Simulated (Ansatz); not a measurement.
**RbLiCO3: do the settings matter for the field gradients?**

Cell: a refined structure from the COD whose atoms were relaxed with PBE, the cell held.

Space group P2_1/c (No. 14); a = 6.8490, b = 7.1620, c = 7.7483 Å, β = 118.30°.

```csv
site,Wyckoff,site symmetry,x,y,z
Rb,4e,1,0.8312,0.6411,0.6671
Li,4e,1,0.4079,0.5711,0.8043
C,4e,1,0.3066,0.6686,0.0903
O13,4e,1,0.2705,0.5280,0.9732
O17,4e,1,0.1734,0.8081,0.0456
O21,4e,1,0.4869,0.6668,0.2606
```

One atom of each set is listed.

Reference run. The numbers come from a DFT calculation in Ansatz (PBE, plane waves and PAW, scalar-relativistic, 420 eV cutoff, Γ-centred 3×3×3 k-points, Fermi–Dirac smearing 0.02 eV).

**Question.** The input is changed as follows: `basis.ecutrho_ratio`: not typed → 1; `scf.max_iter`: not typed → 50. What happens to V_zz (10²¹ V/m²) and η?

**Answer.** 

| site | V_zz reference | η reference | V_zz changed | η changed |
| --- | --- | --- | --- | --- |
| Rb | 3.45 | 0.66 | 3.79 | 0.52 |
| Li | -0.052 | 0.40 | 0.13 | 0.55 |
| C | 2.56 | 0.15 | 2.29 | 0.16 |
| O13 | 11.88 | 0.96 | 10.54 | 0.94 |
| O17 | -11.43 | 0.95 | -9.96 | 1.00 |
| O21 | 11.51 | 0.84 | 10.17 | 0.78 |

The largest change of V_zz along a kept axis is on O17, from -11.43 to -9.96. In per cent, |V_zz| changes by +10 on Rb, -10 on C, -13 to -11 on O (all sites that start above 0.5). On Li the largest principal value lies along another axis in the second run, so the two V_zz can't be compared directly. New warnings: cutoff below recommended. The changed input holds a density cutoff far too low, so its numbers aren't properties of the crystal.

On the reference run: Without spin–orbit coupling (the program notes it for Rb) the gradients are little affected as a rule: paired runs on crystals with a gap mostly move them by under 2 % at such atoms. With these PAW files V_zz is typically within 2 to 3 % of all-electron values, but misses above 10 % occur on Li.
